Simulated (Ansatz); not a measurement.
Polymorphs of CuPd, each relaxed with LDA (plane waves, PAW; program Ansatz):

A: CsCl type (Pm-3m)
a = b = c = 2.930 Å, α = β = γ = 90.00°

```tsv
atom	site	symmetry	x	y	z
Cu	1a	m-3m	0.0000	0.0000	0.0000
Pd	1b	m-3m	0.5000	0.5000	0.5000
```

B: R-3m
a = b = 2.656 Å, c = 12.469 Å, α = β = 90.00°, γ = 120.00°

```
atom  site  symmetry       x       y       z
----  ----  --------  ------  ------  ------
Cu      3a       -3m  0.0000  0.0000  0.0000
Pd      3b       -3m  0.0000  0.0000  0.5000
```

Question: Put the candidates in order of energy per atom at 0 K, lowest first, for LDA.

Answer: A (+0 meV/atom), B (+28 meV/atom)

Standing as an ambient phase not checked: A; B. Perhaps ordered models of mixed-site phases: B. All cells were relaxed under the symmetry of their starts (and spin orders); stability against distortions was not tested throughout. Rows with no word on spin ran without spin polarisation. Spin–orbit coupling is left out wherever it is not named.

Energies hold the estimated change up to a 700 eV cutoff; steps of a few meV lie near the error of the meshes.

Potentials: the later of the program's two PAW sets.
